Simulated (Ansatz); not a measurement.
According to plane-wave PAW PBE (Ansatz code), SiN$_{2}$ in the cubic phase (Pa-3; Si on 4a, N on 8c) relaxes to a = 4.470 Å. Si has 6 nearest neighbours from 1.91 Å (octahedral). Its formation energy from the elements is -0.45 eV/atom, with no fitted shifts.

The Kohn–Sham gap is 5.04 eV (indirect). The valence maximum lies on the Γ–X line, 60 % of the way from Γ and the conduction minimum on the Γ–R line, 52 % of the way from Γ (8 equivalent valleys). Electrons at the band edge weigh 0.36, 1.0, 1.0 mₑ (principal values).

An equation-of-state fit gives a bulk modulus of 320 GPa.

The start of the workflow was typed in or built on a structure type; neither database checked (COD, Materials Project) lists it. Its standing as an ambient phase is unchecked. Symmetry was held in the PBE relaxation; whether a distortion lowers the energy is not shown. The references are the lowest solids computed at this level, not always the standard phases (solids in place of the gases).

Potentials: the earlier of the program's two PAW sets.
